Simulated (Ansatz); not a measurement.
ZrCuGe:
```
ZrCuGe
1.0
    6.56051     0.00000     0.00000
    0.00000     3.99495     0.00000
    0.00000     0.00000     7.38127
Zr Cu Ge
4 4 4
Direct
  0.00912   0.25000   0.80363
  0.99088   0.75000   0.19637
  0.49088   0.75000   0.30363
  0.50912   0.25000   0.69637
  0.17223   0.25000   0.42204
  0.82777   0.75000   0.57796
  0.32777   0.75000   0.92204
  0.67223   0.25000   0.07796
  0.77842   0.25000   0.40069
  0.22158   0.75000   0.59931
  0.72158   0.75000   0.90069
  0.27842   0.25000   0.09931
```

Relaxed with r²SCAN.

Which orbitals make up the states near the Fermi level in r²SCAN (plane waves, PAW; program Ansatz)?

Within 0.5 eV of the Fermi level: Zr 4d 72 %, Ge 4p 9 %, Cu 3d 8 %, outside the projected shells 6 %. Projections are on Löwdin-orthogonalised atomic valence shells; empty p or d shells of many metals are not among them.

Tabulate the density of states.

States/eV per cell of 12 atoms, in 0.25 eV bins, energy from the Fermi level.

| E (eV) | total | Cu 3d | Zr 4d | Ge 4p |
|---|---|---|---|---|
| -7.85 | 0.00 | 0.00 | 0.00 | 0.00 |
| -7.60 | 0.00 | 0.00 | 0.00 | 0.00 |
| -7.35 | 0.00 | 0.00 | 0.00 | 0.00 |
| -7.10 | 0.00 | 0.00 | 0.00 | 0.00 |
| -6.85 | 0.00 | 0.00 | 0.00 | 0.00 |
| -6.60 | 0.07 | 0.00 | 0.01 | 0.03 |
| -6.35 | 1.45 | 0.11 | 0.26 | 0.62 |
| -6.10 | 4.11 | 0.42 | 0.70 | 1.76 |
| -5.85 | 6.96 | 1.02 | 1.15 | 2.88 |
| -5.60 | 6.00 | 1.34 | 0.90 | 2.34 |
| -5.35 | 5.86 | 1.88 | 0.74 | 2.09 |
| -5.10 | 5.00 | 2.04 | 0.56 | 1.60 |
| -4.85 | 4.90 | 2.58 | 0.51 | 1.32 |
| -4.60 | 13.20 | 8.50 | 1.19 | 2.83 |
| -4.35 | 21.95 | 15.61 | 1.62 | 3.94 |
| -4.10 | 24.60 | 18.95 | 1.43 | 3.62 |
| -3.85 | 32.23 | 29.69 | 1.16 | 0.81 |
| -3.60 | 32.69 | 29.25 | 1.51 | 0.83 |
| -3.35 | 20.69 | 17.40 | 1.21 | 0.99 |
| -3.10 | 8.18 | 5.24 | 1.00 | 1.19 |
| -2.85 | 7.10 | 3.37 | 1.21 | 1.78 |
| -2.60 | 9.36 | 3.11 | 2.10 | 3.27 |
| -2.35 | 8.29 | 2.31 | 2.20 | 3.06 |
| -2.10 | 6.57 | 1.61 | 2.02 | 2.41 |
| -1.85 | 9.17 | 2.01 | 2.82 | 3.65 |
| -1.60 | 9.98 | 2.25 | 3.05 | 4.03 |
| -1.35 | 6.32 | 1.34 | 2.53 | 2.09 |
| -1.10 | 5.20 | 0.98 | 2.46 | 1.45 |
| -0.85 | 6.58 | 0.97 | 3.89 | 1.25 |
| -0.60 | 4.40 | 0.44 | 3.12 | 0.43 |
| -0.35 | 6.43 | 0.57 | 4.73 | 0.55 |
| -0.10 | 5.27 | 0.45 | 3.81 | 0.50 |
| 0.15 | 3.96 | 0.33 | 2.82 | 0.39 |
| 0.40 | 4.44 | 0.36 | 3.12 | 0.45 |
| 0.65 | 5.00 | 0.38 | 3.69 | 0.39 |
| 0.90 | 4.19 | 0.29 | 3.16 | 0.34 |
| 1.15 | 3.90 | 0.24 | 2.94 | 0.33 |
| 1.40 | 4.52 | 0.23 | 3.40 | 0.37 |
| 1.65 | 7.18 | 0.32 | 5.33 | 0.66 |
| 1.90 | 9.73 | 0.32 | 7.45 | 0.73 |
| 2.15 | 7.59 | 0.22 | 5.69 | 0.65 |
| 2.40 | 8.76 | 0.20 | 6.72 | 0.79 |
| 2.65 | 6.75 | 0.16 | 4.79 | 0.73 |
| 2.90 | 11.26 | 0.26 | 8.00 | 1.12 |
| 3.15 | 6.72 | 0.16 | 4.50 | 0.86 |
| 3.40 | 6.79 | 0.15 | 3.98 | 1.08 |
| 3.65 | 5.40 | 0.11 | 2.80 | 0.80 |
| 3.90 | 9.67 | 0.16 | 5.44 | 1.66 |
| 4.15 | 8.11 | 0.11 | 4.51 | 1.44 |
| 4.40 | 6.83 | 0.09 | 3.39 | 1.49 |
| 4.65 | 6.20 | 0.07 | 2.85 | 1.44 |

Space group Pnma. The first step of the workflow began from a Materials Project structure, measured or hypothetical; the Crystallography Open Database copy checked does not list it. Its standing as an ambient phase is unchecked. Symmetry was held in the r²SCAN relaxation; its stability against distortions is not shown here. No spin polarisation was allowed. Scalar-relativistic: spin–orbit coupling is off unless named, which matters more the heavier the elements.

Potentials: the earlier of the program's two PAW sets.
